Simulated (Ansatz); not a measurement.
# NiPt under strain

Method: DFT PBEsol, scalar-relativistic, plane waves, PAW in Ansatz 0.2.0. Run with 420 eV cutoff, 16×16×12 k-mesh, Gaussian smearing of 0.10 eV, collinear spin.

Reference structure (relaxed):

```xyz
2
Lattice="2.6801 0.0000 0.0000 0.0000 2.6801 0.0000 0.0000 0.0000 3.5752" Properties=species:S:1:pos:R:3 pbc="T T T"
Ni    1.3401    1.3401    1.7876
Pt    0.0000    0.0000    0.0000
```

Deformation: c alone is stretched, the rest of the cell is held and the atoms relax, all within the symmetry that the strain leaves. Energies are extrapolated to zero smearing.

Spin-orbit coupling is left out, which matters for the bands and energies of heavy elements.

```tsv
strain (%)	ΔE (meV/atom)	a (Å)	b (Å)	c (Å)	moment (μB/cell)
-3.0	11.9	2.680	2.680	3.468	0.85
-2.0	5.3	2.680	2.680	3.504	0.93
-1.0	1.3	2.680	2.680	3.539	0.98
+0.0	0.0	2.680	2.680	3.575	1.00
+1.0	1.2	2.680	2.680	3.611	1.02
+2.0	4.9	2.680	2.680	3.647	1.03
+3.0	10.9	2.680	2.680	3.683	1.04
```

(1) What stiffness (1/V) d²E/dε² at zero strain does a cubic fit over all points give?

Answers

(1) A cubic fit gives (1/V) d²E/dε² = 315 GPa at zero strain (the elastic constant along c at held a and b).